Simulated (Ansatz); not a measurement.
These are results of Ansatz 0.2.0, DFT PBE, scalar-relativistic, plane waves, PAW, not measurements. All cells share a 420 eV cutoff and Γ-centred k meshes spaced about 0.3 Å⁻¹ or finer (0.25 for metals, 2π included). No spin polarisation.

Temperature and zero-point effects are left out.

Two relaxed structures of CdSe₄:

A.

```xyz
5
Lattice="4.0738 0.0000 0.0000 0.0000 8.2691 0.0000 0.0000 0.0000 5.4978" Properties=species:S:1:pos:R:3 pbc="T T T"
Cd    2.0369    0.0000    3.5349
Se    0.0000    7.0233    0.6535
Se    0.0000    1.2459    0.6535
Se    0.0000    1.7830    2.9929
Se    0.0000    6.4861    2.9929
```

B.

```xyz
5
Lattice="-2.5250 2.5250 5.4551 2.5250 -2.5250 5.4551 2.5250 2.5250 -5.4551" Properties=species:S:1:pos:R:3 pbc="T T T"
Cd    0.0000    0.0000    5.4551
Se    2.5250    0.0000    3.8626
Se    0.0000    2.5250    3.8626
Se    0.0000    2.5250    1.5925
Se    2.5250    0.0000    1.5925
```

Problem. Which is lower in energy, and by how much?

Solution. A is lower, by 71 meV/atom. A has space group Pmm2 (No. 25), 37.0 Å³/atom and no gap on its mesh; B has space group I4/mmm (No. 139), 27.8 Å³/atom and no gap. Counting Se atoms around Cd (those within 1.25 times the shortest such distance or 1.15 times the sum of covalent radii, 1.27 where that leaves under three), A has Cd 4 and B has Cd 8. A holds Se–Se units of three or more atoms (shortest 2.40 Å); B holds Se–Se pairs (shortest 2.27 Å). In A, around Cd lie 4 Se at 2.76 Å; Se on its first site is surrounded by 2 Se at 2.40–2.49 Å; Se on its second site has 1 Se at 2.40 Å and 2 Cd at 2.76 Å. In B, Cd has 8 Se at 2.99 Å; Se has 1 Se at 2.27 Å and 2 Cd at 2.99 Å. Both come from trial cells of a structure search, whose lowest cell (P1, 31.0 Å³/atom) lies 42 meV/atom below the lower of the two.

No dispersion correction is applied, so the spacing and binding between layers, chains or molecules are poorly described (Pmm2), and this can change margins and order among such cells. Cells relaxed within their symmetry can be saddle points. Some types were kept out of the candidates beforehand, so the set may lack a known form.
